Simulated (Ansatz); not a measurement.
**Computed properties of SiGeC2**

SiGeC₂:
```
CELL_PARAMETERS angstrom
      3.15623     0.00000     0.00000
      0.00000     3.15623     0.00000
      0.00000     0.00000     4.45624
ATOMIC_POSITIONS crystal
  Si 0.00000 0.00000 0.00000
  C  0.50000 0.00000 0.23628
  Ge 0.50000 0.50000 0.50000
  C  0.00000 0.50000 0.76372
```

Space group P-4m2 (No. 115); conventional cell a = b = 3.1562 Å, c = 4.4562 Å, α = β = γ = 90.00°.

Method: r²SCAN (plane waves, PAW; program Ansatz). The cell and atoms are relaxed at this level. Other levels are named where they apply.

### Cell and energy

```json
{
  "volume_per_atom": "11.10 Å³",
  "density": "4.67 g/cm³",
  "Formation energy from the elements (no fitted shifts)": "0.041 eV/atom"
}
```

### Electronic structure

```json
{
  "band_gap": "1.80 eV (indirect)",
  "valence_band_maximum": "at Γ",
  "conduction_band_minimum": "at M",
  "smallest_direct_gap_on_the_standard_path": "2.15 eV",
  "Electron effective mass with spin–orbit coupling": "0.23, 0.34, 0.37 mₑ (principal values)",
  "Hole effective mass, band 1 of 2 at the edge": "5.3 along x, 0.49 along z (mₑ)",
  "Hole effective mass, band 2 of 2 at the edge": "0.19 along x, 0.49 along z (mₑ)",
  "Hole effective mass with spin–orbit coupling": "0.36, 0.44, 0.50 mₑ (principal values)",
  "HSE06 gap on the r²SCAN cell": "2.29 eV",
  "Gap with spin–orbit coupling": "1.78 eV"
}
```

### Mechanics

```json
{
  "Bulk modulus (Birch–Murnaghan fit)": "209 GPa",
  "Pressure derivative B′": "4.1",
  "Elastic constants (relaxed ions, GPa)": "C11 = 484, C12 = 21.0, C13 = 125, C33 = 372, C44 = 227, C66 = 128",
  "mechanical_stability": "stable (all eigenvalues of C positive)",
  "hill_bulk_and_shear_moduli": "209 and 180 GPa",
  "Young's modulus": "420 GPa",
  "Poisson's ratio": "0.16",
  "debye_temperature_from_the_elastic_constants": "913 K",
  "Piezoelectric stress constants (proper, relaxed ions, C/m²)": "e15 = -0.10, e24 = 0.10, e31 = -0.08, e32 = 0.08"
}
```

### Charges

```json
{
  "bader_charges": "Si +2.86, C -2.19, Ge +1.52 e"
}
```

The start of the workflow was typed in or built on a structure type; neither database checked (COD, Materials Project) lists it. Whether it is the stable phase at ambient conditions was not checked. The cell was relaxed with r²SCAN under the symmetry of its start; its stability against distortions is not shown here. Signs of piezoelectric constants follow the polarity of the cell as given. The references are the lowest solids computed at this level, not always the standard phases. Scalar-relativistic: spin–orbit coupling is off unless named, which matters more the heavier the elements.

Potentials: the earlier of the program's two PAW sets.
